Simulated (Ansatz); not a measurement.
This is a relaxation of cell and atoms with the PAW code Ansatz on P (Cmce) from a database structure; the level of theory is PBE-D3(BJ). The input holds the cell as the database lists it.

```yaml
crystal:
  lattice:
    - [1.6477431241, -5.4650377251, 0.0]
    - [1.6477431241, 5.4650377251, 0.0]
    - [0.0, 0.0, 4.54363559]
  atoms:
    - { symbol: P, position: [0.40414313, 0.59585687, 0.91118483] }
    - { symbol: P, position: [0.59585687, 0.40414313, 0.08881517] }
    - { symbol: P, position: [0.09585687, 0.90414313, 0.41118483] }
    - { symbol: P, position: [0.90414313, 0.09585687, 0.58881517] }
kpoints:
  mp_grid: { grid: [8, 8, 6] }
hamiltonian:
  xc: pbe
  dispersion: d3bj
scf:
  occupations: { method: fermi_dirac, width: 0.02 }
relax:
  f_tol: 0.005
  cell: {}
```

The trajectory has 9 recorded frames, each with fractional positions and then forces in eV/Å along x, y and z. The last, and any step after a large change of cell, is solved on a basis re-selected at its cell; pressure is positive in compression.

Step 1: energy 0.0 meV/atom from step 1, largest force component 0.305 eV/Å, pressure -0.76 GPa; a = 5.708 Å, b = 5.708 Å, c = 4.544 Å, α = 90.00°, β = 90.00°, γ = 146.44°
```
P  0.4041 0.5959 0.9112     0.000   0.177   0.305
P  0.5959 0.4041 0.0888     0.000  -0.177  -0.305
P  0.0959 0.9041 0.4112     0.000  -0.177   0.305
P  0.9041 0.0959 0.5888     0.000   0.177  -0.305
```

Step 2: energy -21.8 meV/atom from step 1, largest force component 0.092 eV/Å, pressure +0.58 GPa; a = 5.444 Å, b = 5.444 Å, c = 4.401 Å, α = 90.00°, β = 90.00°, γ = 145.40°
```
P  0.3972 0.6028 0.9204     0.000   0.092   0.033
P  0.6028 0.3972 0.0796     0.000  -0.092  -0.033
P  0.1028 0.8972 0.4204     0.000  -0.092   0.033
P  0.8972 0.1028 0.5796     0.000   0.092  -0.033
```

Step 3: energy -26.3 meV/atom from step 1, largest force component 0.173 eV/Å, pressure +1.45 GPa; a = 5.199 Å, b = 5.199 Å, c = 4.215 Å, α = 90.00°, β = 90.00°, γ = 143.00°
```
P  0.3906 0.6094 0.9251     0.000  -0.058   0.173
P  0.6094 0.3906 0.0749     0.000   0.058  -0.173
P  0.1094 0.8906 0.4251     0.000   0.058   0.173
P  0.8906 0.1094 0.5749     0.000  -0.058  -0.173
```

Problem. How does the relaxation go on, and where does it end?

Solution.
Step 4: energy -29.6 meV/atom from step 1, largest force component 0.113 eV/Å, pressure -0.82 GPa; a = 5.378 Å, b = 5.378 Å, c = 4.056 Å, α = 90.00°, β = 90.00°, γ = 143.74°
```
P  0.3925 0.6075 0.9338     0.000  -0.107  -0.113
P  0.6075 0.3925 0.0662     0.000   0.107   0.113
P  0.1075 0.8925 0.4338     0.000   0.107  -0.113
P  0.8925 0.1075 0.5662     0.000  -0.107   0.113
```

Step 5: energy -31.0 meV/atom from step 1, largest force component 0.133 eV/Å, pressure +0.64 GPa; a = 5.351 Å, b = 5.351 Å, c = 4.128 Å, α = 90.00°, β = 90.00°, γ = 143.80°
```
P  0.3939 0.6061 0.9298     0.000   0.133  -0.028
P  0.6061 0.3939 0.0702     0.000  -0.133   0.028
P  0.1061 0.8939 0.4298     0.000  -0.133  -0.028
P  0.8939 0.1061 0.5702     0.000   0.133   0.028
```

Step 6: energy -31.6 meV/atom from step 1, largest force component 0.032 eV/Å, pressure -0.31 GPa; a = 5.347 Å, b = 5.347 Å, c = 4.189 Å, α = 90.00°, β = 90.00°, γ = 143.79°
```
P  0.3933 0.6067 0.9274     0.000  -0.032   0.004
P  0.6067 0.3933 0.0726     0.000   0.032  -0.004
P  0.1067 0.8933 0.4274     0.000   0.032   0.004
P  0.8933 0.1067 0.5726     0.000  -0.032  -0.004
```

Step 7: energy -31.7 meV/atom from step 1, largest force component 0.005 eV/Å, pressure +0.02 GPa; a = 5.344 Å, b = 5.344 Å, c = 4.170 Å, α = 90.00°, β = 90.00°, γ = 143.81°
```
P  0.3933 0.6067 0.9282     0.000   0.005  -0.004
P  0.6067 0.3933 0.0718     0.000  -0.005   0.004
P  0.1067 0.8933 0.4282     0.000  -0.005  -0.004
P  0.8933 0.1067 0.5718     0.000   0.005   0.004
```

Step 8: energy -31.7 meV/atom from step 1, largest force component 0.002 eV/Å, pressure 0.00 GPa; a = 5.345 Å, b = 5.345 Å, c = 4.169 Å, α = 90.00°, β = 90.00°, γ = 143.81°
```
P  0.3933 0.6067 0.9282     0.000   0.002   0.000
P  0.6067 0.3933 0.0718     0.000  -0.002   0.000
P  0.1067 0.8933 0.4282     0.000  -0.002   0.000
P  0.8933 0.1067 0.5718     0.000   0.002   0.000
```

Step 9: energy -31.6 meV/atom from step 1, largest force component 0.002 eV/Å, pressure -0.01 GPa; a = 5.345 Å, b = 5.345 Å, c = 4.169 Å, α = 90.00°, β = 90.00°, γ = 143.81°
```
P  0.3933 0.6067 0.9282     0.000   0.002   0.000
P  0.6067 0.3933 0.0718     0.000  -0.002   0.000
P  0.1067 0.8933 0.4282     0.000  -0.002   0.000
P  0.8933 0.1067 0.5718     0.000   0.002   0.000
```

The walk took 8 steps and changed the volume by -14.0 %. The last SCF, on a fresh basis, lies 31.6 meV an atom below the first. Final cell: the symmetry is Cmce (No. 64, orthorhombic); conventional cell a = 3.321 Å, b = 10.162 Å, c = 4.169 Å, 17.59 Å³ an atom. P has 3 P at 2.23–2.25 Å.

Command: `ansatz run input.yaml --threads 2 --pin off --max-ram 29491MiB --backend cpu --events-out ev --progress --plain --runs-dir out`.

Problem. It took 17 s on 2 threads of AMD EPYC 7R13 Processor (Zen 3), on a shared host. What peak of host memory did it reach?

Solution. About 0.55 GiB.

Calculated for a static, non-magnetic cell.

Overlapping bands make a metal at that level, for which these meshes are coarse; small forces, stresses and energy differences are uncertain. A small overlap in a semilocal functional can be an artefact that a hybrid or GW lifts.
